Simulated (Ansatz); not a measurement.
The cell is COD entry 9008726, as deposited and not checked against the literature; nothing was relaxed. The listed cell was then made from it by scaling, straining or moving an atom.

SnTe: DFT, LDA, PAW with Ansatz's default frozen-core files, scalar-relativistic (Ansatz 0.2.0). What sets it apart from a plain run of this crystal: volume scaled by 0.94.

Command: `ansatz run input.yaml --threads 1 --pin off --max-ram 3072MiB --backend cpu --events-out ev --progress --plain --runs-dir out` The run took 3.4 s on 1 thread of Intel(R) Xeon(R) 6975P-C (Granite Rapids), with other jobs on the host, peak memory 0.48 GiB.

```yaml
crystal:
  lattice:
    - [0.0, 3.0920635522, 3.0920635522]
    - [3.0920635522, 0.0, 3.0920635522]
    - [3.0920635522, 3.0920635522, 0.0]
  atoms:
    - { symbol: Sn, position: [0.0, 0.0, 0.0] }
    - { symbol: Te, position: [0.5, 0.5, 0.5] }
kpoints:
  mp_grid: { grid: [11, 11, 11] }
scf:
  occupations: { method: fermi_dirac, width: 0.08 }
hamiltonian:
  xc: lda
  pseudopotentials: { kind: paw }
output:
  forces: true
  stress: true
  eigenvalues: true
  efg: { contact_densities: true }
  write_density: true
  write_potential: true
  elf: true
  volumetric_format: npy
```

Output (standing set-up lines are left out):

```
Crystal: 2 atoms, lattice volume = 59.126 Å³
Basis set: ecut = 420 eV, 1139 PW (Γ)
Space group: Fm-3m (ITA 225), of the structure as read, at distance tolerance 3.9e-5 Å
SCF iter   1: F=—  HF=-12707.277359 eV  |F-HF|=—  |Δ(HF+E_count)|=         —  Δρ=5.58e-3  dr2=7.67e-3  ethr=1.77e-3  ⟨swp⟩=6.0  Hψ=5512  notcnv=0
preconditioner: auto → none  [insulator: Δε(μ)=0.452 eV  Ē_g=16.958 eV  σ=0.080 eV  W_gap=0.87  n_scr=14 (ndim 8)  ℏωp=21.6 eV  f_vac=0.004  D(μ)=0.08/eV (n_scr^D=0)  ε∞_Penn≈2.6]
SCF iter   2: F=—  HF=-12707.272284 eV  |F-HF|=—  |Δ(HF+E_count)|=   5.08e-3  Δρ=2.23e-3  dr2=1.19e-3  ethr=2.56e-5  ⟨swp⟩=2.0  Hψ=1907  notcnv=0
SCF iter   3: F=—  HF=-12707.271851 eV  |F-HF|=—  |Δ(HF+E_count)|=   4.32e-4  Δρ=2.86e-4  dr2=3.87e-5  ethr=3.95e-6  ⟨swp⟩=2.9  Hψ=1891  notcnv=0
SCF iter   4: F=—  HF=-12707.271831 eV  |F-HF|=—  |Δ(HF+E_count)|=   2.05e-5  Δρ=7.53e-5  dr2=2.45e-6  ethr=1.29e-7  ⟨swp⟩=2.0  Hψ=1904  notcnv=0
SCF iter   5: F=—  HF=-12707.271831 eV  |F-HF|=—  |Δ(HF+E_count)|=   2.38e-7  Δρ=1.22e-5  dr2=1.21e-7  ethr=8.17e-9  ⟨swp⟩=2.0  Hψ=1908  notcnv=0
SCF iter   6: F=-12707.271831 eV  HF=-12707.271831 eV  |F-HF|=1.01e-9  |Δ(HF+E_count)|=   1.61e-8  Δρ=1.71e-6  dr2=9.13e-10  ethr=3.33e-10  ⟨swp⟩=10.0  Hψ=7076  notcnv=0
SCF 1 converged in 6 iterations: F = -12707.271831 eV  dr2 = 9.13e-10
  greatest PAW one-centre occupation: 0.999 electrons in one spin orbital (limit 2), on the Te atom at site 1 (counted from 0), in its partial waves of l = 2
SCF converged after 6 iterations
Free energy (F): -12707.271831 eV
Harris-Foulkes:  -12707.271831 eV  (|F-HF|=1.01e-9)
Internal energy: -12707.269405 eV  (E = F + TS)
E sigma→0 (E₀):  -12707.270618 eV
Entropy (-TS):   -0.002426 eV (-1.213 meV/atom)
Fermi energy:    10.224939 eV
--- Per-component energies (eV) ---
  E_band       = -338.813465
  E_kinetic    = 370.048914
  E_local      = -2077.882317  (includes V_loc(G=0)·N_el)
  E_nonlocal   = -333.013500
  E_hartree    = 1320.166175
  E_xc         = -504.565872
  E_vxc        = -205.358843  (∫ρ·V_xc dr)
  E_paw        = -8502.016098  (= ΣΔE_a)
  E_vpaw       = -732.941757  (= ΣTr[D̂ρ^β])
  E_aug_tail   = -0.000188  (compensation charges beyond the density's cutoff)
  E_ewald      = -2981.110079
  E_core_change = 1.103559  (= ΣΔE_core)
  E_smearing   = -0.002426  (= −TS)
  E_closure    = -0.000000  (closes the sum)
  Σ components = -12707.271831   (vs F -12707.271831, Δ=0.00e0)
--- Forces (eV/Å), atoms counted from 1 ---
  atom   1  Sn    -0.00000000    -0.00000000    -0.00000000
  atom   2  Te     0.00000000    -0.00000000    -0.00000000
  max |Σ_I F_I| component: 3.94e-29 eV/Å
--- Stress (GPa, compression-positive) ---
        1.317611      -0.000000      -0.000000
        0.000000       1.317611       0.000000
        0.000000      -0.000000       1.317611
  P = ⅓ Tr σ = 1.3176 GPa (13.176 kbar)
--- PAW observables at the nuclei: V_zz in 10²¹ V/m², potentials from the cell's mean, atoms counted from 1 ---
  atom   1  Sn V_zz =    +0.000000   η = 0.0000   by run symmetry: forbidden
            electrostatic potential = -8173.118451 V   contact ρ = 1231546.671847 e/Å³
  atom   2  Te V_zz =    -0.000000   η = 0.0000   by run symmetry: forbidden
            electrostatic potential = -8649.274518 V   contact ρ = 1462969.000050 e/Å³
--- Band table (eV; the first three rows and the last of 56) ---
  k-point 0: bands = ["-26.8790", "-26.8790", "-26.8722", "-26.8722", "-26.8722", "-11.5812", "-11.5812", "-11.5697", "-11.5697", "-11.5697", "-3.0476", "5.6111", "7.9565", "7.9565", "7.9565", "13.6389", "13.6389", "13.6389", "14.9665"]
  k-point 1: bands = ["-26.8790", "-26.8790", "-26.8721", "-26.8721", "-26.8721", "-11.5817", "-11.5817", "-11.5696", "-11.5691", "-11.5691", "-2.9719", "5.1243", "7.9688", "7.9688", "8.3167", "13.2163", "13.2163", "13.2388", "14.8774"]
  k-point 2: bands = ["-26.8789", "-26.8789", "-26.8720", "-26.8719", "-26.8719", "-11.5834", "-11.5834", "-11.5692", "-11.5674", "-11.5674", "-2.7508", "4.1495", "8.0119", "8.0119", "8.9163", "12.3911", "12.3911", "12.4602", "14.9558"]
  k-point 55: bands = ["-26.8792", "-26.8784", "-26.8717", "-26.8714", "-26.8705", "-11.5990", "-11.5826", "-11.5668", "-11.5642", "-11.5560", "-1.1950", "2.5234", "4.9626", "5.3835", "9.2217", "11.1935", "14.5602", "15.2104", "16.0127"]
```
